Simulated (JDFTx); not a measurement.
| Property | Result |
|---|---|
| surface | Pt(110) |
| bulk | Pt, Fm-3m, lattice of mp-126 (not re-optimised) |
| slab | 5 atoms in 5 planes, (1×1), 5.4 Å between the outermost planes |
| in-plane cell | 3.943 × 2.788 Å, 10.99 Å² |
| cell height | 24.6 Å |
| sampling | 6×8×1 k mesh, Fermi smearing 0.01 Ha, no spin polarisation |

Adsorbate: H on both faces at 1.00 monolayer, started bridge and relaxed in vacuum, keeping the symmetry of the start.

All numbers are PBE, GBRV ultrasoft potentials, plane waves to 20/100 Ha results from JDFTx (a modified build), not measurements. The adsorption energy per H is [E(slab + 2 H) − E(slab)]/2 − (½ E(H2)), with the gas molecules relaxed at the same level and slab energies taken as (E + F)/2, the usual estimate of zero smearing. In reaction energies these potentials put H₂ about 0.03 eV too high against large-basis PBE. Energies are static: no zero-point or thermal terms. Both faces are alike, and the cell allows no reconstruction beyond its size.

Problem. Predict the adsorption energy and the geometry, and the change of the work function.

Solution. -0.63 eV. H sits 1.07 Å above the highest substrate atom, bound to 2 Pt at 1.76 Å. The work function goes from 5.19 to 5.56 eV. In CANDLE, water, 1 M NaF, at zero charge, the adsorption energy is -0.62 eV and the potential of zero charge moves from 0.47 to 0.90 V vs SHE (4.44 V convention).
